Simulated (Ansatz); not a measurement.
Ni₇Ge₄ in space group P-6m2 (No. 187; Pearson symbol hP11) at seven volumes, PBEsol (plane waves, PAW; program Ansatz), shape and atoms relaxed at each. One row is withheld.

```tsv
V (Å³/atom)	P (GPa)
10.928	?
11.288	13.21
11.648	6.02
12.008	0.00
12.368	-5.05
12.729	-9.28
13.089	-12.80
```

**Question.** Fit the shown pressures and predict the withheld one.

**Answer.** P = (3/2)B₀(x^(7/2) − x^(5/2))[1 + (3/4)(B′ − 4)(x − 1)] with x = (V₀/V)^(2/3). Least squares on the six rows gives V₀ = 12.008 Å³/atom, B₀ = 184 GPa, B′ = 4.92. At V = 10.928, x = 1.0648 and P = 21.88 GPa. The run itself gave 21.78 GPa.

The first step of the workflow began from a Materials Project structure, measured or hypothetical; the Crystallography Open Database copy checked does not list it. Whether it is the stable phase at ambient conditions was not checked. The PBEsol relaxation kept the symmetry of its start; of distortions, only those at the zone centre were tested. The run is not spin-polarised.

Potentials: the later of the program's two PAW sets.
